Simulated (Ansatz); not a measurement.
Structure: SnOSe (Janus 1T monolayer), at its r2SCAN minimum. The sheet's in-plane cell has a = 3.517 Å, b = 3.517 Å (γ = 120.0°), and its outermost atoms lie 2.54 Å apart along the normal. Sn is surrounded by 3 O at 2.22 Å and 3 Se at 2.62 Å; O is surrounded by 3 Sn at 2.22 Å; Se is surrounded by 3 Sn at 2.62 Å.

```xyz
3
Lattice="3.5169 0.0000 0.0000 -1.7584 3.0457 0.0000 0.0000 0.0000 29.2993" Properties=species:S:1:pos:R:3 pbc="T T F"
Sn    0.0000    0.0000    9.2525
O     0.0000    2.0305   10.1433
Se    1.7584    1.0152    7.6042
```
The sheet repeats along a and b alone.

3 runs of the plane-wave code Ansatz on this cell differ in the functional (and in the settings that go with it). Levels are in eV from each run's valence top; v1 is the last filled band, c1 the first empty one.

Run A, mean stress -1.7 N/m (compression positive):
```
point     v5     v3     v1    c1    c2    c3
    Γ  -3.51  -2.36   0.00  0.00  3.70  5.09
    M  -5.70  -3.13  -0.96  0.63  3.95  5.43
    K  -5.60  -4.32  -1.50  1.79  4.93  5.53
```

Run B, mean stress -0.8 N/m (compression positive):
```
point     v5     v3     v1    c1    c2    c3
    Γ  -4.05  -2.98   0.00  0.57  4.76  5.56
    M  -6.32  -3.79  -1.07  1.55  4.99  6.66
    K  -6.20  -4.77  -1.67  2.87  5.98  6.75
```

Run C, mean stress 0.0 N/m (compression positive):
```
point     v5     v3     v1    c1    c2    c3
    Γ  -3.69  -2.54   0.00  0.15  4.50  5.48
    M  -5.82  -3.30  -0.99  1.08  4.60  6.11
    K  -5.72  -4.42  -1.59  2.27  5.54  6.19
```

Question: Match the runs to LDA, r2SCAN, HSE06.

Answer: A is LDA, B is HSE06, C is r2SCAN. In order of the gap: LDA 0, r2SCAN 0.15, HSE06 0.57 eV. The stress vanishes for r2SCAN, which relaxed the cell.

(Calculated; spin-unpolarised; the phase may be known or hypothetical.)

No spin-orbit coupling is included; it can move band edges with weight on the heavy atoms by tenths of an eV.

The stress of a hybrid is loosely converged in these runs.

The meshes of the hybrids are coarse, so their gaps aren't converged to the digits shown.
